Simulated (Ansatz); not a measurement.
K₂LiRhF₆:
```
K2LiRhF6
1.0
    0.00000     4.00997     4.00997
    4.00997     0.00000     4.00997
    4.00997     4.00997     0.00000
K Li Rh F
2 1 1 6
Cartesian
  6.01496   6.01496   6.01496
  2.00499   2.00499   2.00499
  4.00997   4.00997   4.00997
  0.00000   0.00000   0.00000
  1.98351   4.00997   4.00997
  6.03644   4.00997   4.00997
  4.00997   1.98351   4.00997
  4.00997   6.03644   4.00997
  4.00997   4.00997   1.98351
  4.00997   4.00997   6.03644
```

Relaxed with r²SCAN. Special points in fractions of this cell's reciprocal vectors: Γ (0.000, 0.000, 0.000); X (0.500, 0.000, 0.500); U (0.625, 0.250, 0.625); K (0.375, 0.375, 0.750); L (0.500, 0.500, 0.500); W (0.500, 0.250, 0.750).

Problem. List the band energies nearest the valence-band maximum at these points for r²SCAN with spin–orbit coupling in the plane-wave PAW code Ansatz.

Solution. In eV from the valence-band maximum; about four levels below and three above (degenerate sets whole), none deeper than 8.9 eV; points with the same levels are listed once.

| k | below | above |
|---|---|---|
| Γ | -0.47 -0.47 -0.47 -0.47 -0.23 -0.23 | 2.97 2.97 2.97 2.97 |
| X | -0.18 -0.18 0.00 0.00 | 2.47 2.47 2.98 2.98 |
| U | -0.23 -0.23 -0.03 -0.03 | 2.57 2.57 2.85 2.85 |
| L | -0.31 -0.31 -0.11 -0.11 | 2.72 2.72 2.73 2.73 |
| W | -0.26 -0.26 -0.03 -0.03 | 2.61 2.61 2.81 2.81 |

Space group Fm-3m. The workflow started from a Materials Project entry (that database holds measured and hypothetical structures alike); the Crystallography Open Database copy checked does not list it. Whether it is the stable phase at ambient conditions was not checked. Symmetry was held in the r²SCAN relaxation; its stability against distortions is not shown here. No spin polarisation was allowed.

Potentials: the later of the program's two PAW sets.
